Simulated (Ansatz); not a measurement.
# Structures of Al$_{2}$InN$_{3}$: which is lowest?

Plane-wave DFT in Ansatz with scalar-relativistic PAW potentials, cutoff 420 eV, Γ-centred meshes chosen by cell and gap, Gaussian smearing with energies taken to zero width. Every cell was relaxed (cell and atoms) in a run of its own, within the symmetry of its start. Functional: PBE.

Relaxed structures (starts from databases or built by putting these elements on another compound's sites):
A. Cmc2_1, 12 atoms in the computed cell, a = 9.834 Å, b = 5.655 Å, c = 5.249 Å; sites (symmetry × multiplicity) Al 1 × 8, In m.. × 4, N 1 × 8 + m.. × 4; start: database
B. P6_3/mmc, 12 atoms in the computed cell, a = 3.015 Å, c = 15.177 Å; sites (symmetry × multiplicity) Al 3m. × 4, In -6m2 × 2, N -3m. × 2 + 3m. × 4; start: built

Rank them by energy. Could pressure change the order?

| structure | group | E − E(lowest) (meV/atom) | V (Å³/atom) | gap on mesh (eV) |
| --- | --- | --- | --- | --- |
| A | Cmc2_1 | 0.0 | 12.16 | 2.16 |
| B | P6_3/mmc | 369 | 9.96 | 1.62 |

A is lowest, 369 meV/atom under B. B is denser by 2.21 Å³/atom, so pressure favours it: ΔE/ΔV, with ΔE in eV and 1 eV/Å³ = 160.2 GPa, gives about 27 GPa for equal enthalpy if both cells were rigid; at such pressures compression changes ΔV much, so this is a scale only. Other structures may lie lower than all of these, and vibrations aren't counted.